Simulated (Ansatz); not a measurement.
## How far is PAW off for SrTl?

```yaml
crystal:
  lattice:
    - [4.11264, 0.00000, 0.00000]
    - [0.00000, 4.11264, 0.00000]
    - [0.00000, 0.00000, 4.03200]
  atoms:
    - { symbol: Sr, position: [0.00000, 0.00000, 0.00000] }
    - { symbol: Tl, position: [0.50000, 0.50000, 0.50000] }
```

Atoms are numbered in the order listed.

Conventional cell: a = 4.113 Å, b = 4.113 Å, c = 4.032 Å, α = 90.00°, β = 90.00°, γ = 90.00°. Sr (atom 1) is surrounded by 8 Tl at 3.54 Å and 2 Sr at 4.03 Å. Tl (atom 2) is surrounded by 8 Sr at 3.54 Å and 2 Tl at 4.03 Å.

The cell is COD entry 1540774, as deposited and not checked against the literature; nothing was relaxed. It is an old determination, and later ones may differ. The listed cell was then made from it by scaling, straining or moving an atom.

Spin–orbit coupling is left out, though it moves levels of the heavy atoms by tenths of an eV or more.

Levels of theory: DFT, LDA, PAW with Ansatz's default frozen-core files, scalar-relativistic (Ansatz 0.2.0); DFT, LDA, all-electron PAW with datasets made for the crystal, scalar-relativistic (Ansatz 0.2.0); DFT, LDA, all-electron LAPW, scalar-relativistic (Ansatz 0.2.0).

For PAW: a Γ-centred 8×8×8 k mesh, Fermi–Dirac smearing of 0.05 eV, cutoff 420 eV, no spin polarisation; the PAW files were made with PBE, and the program remakes their frozen cores for this functional. The crystal-made all-electron datasets (AE datasets) take a cutoff of 240 eV at this cell. LAPW targets a basis error of 0.5 meV/atom. The Ansatz runs share mesh, smearing and spin set-up. Plane-wave (PAW) pressures include the program's estimate of the Pulay term.

Stress and pressure are positive in compression.

The change that made this cell: equal xx and yy strain of +2 %.

Spin–orbit coupling is left out, which moves gradients at and beside heavy atoms by some per cent and at worst by a factor of two.

In a metal, gradients converge slowly with the k mesh: the values move by tens of per cent from one mesh to another, at times in sign, so only the comparison on one mesh counts.

| quantity | PAW | AE datasets | LAPW |
| --- | --- | --- | --- |
| pressure (GPa) | -2.80 | -2.80 | -2.80 |
| stress xx (GPa) | -2.91 | -2.91 | -2.90 |
| stress zz (GPa) | -2.58 | -2.58 | -2.58 |
| field gradient Vzz at Tl2 (10²¹ V/m²) | 1.99 | 1.98 | – |

PAW's pressure differs from the LAPW value by about 0.01 GPa or less.
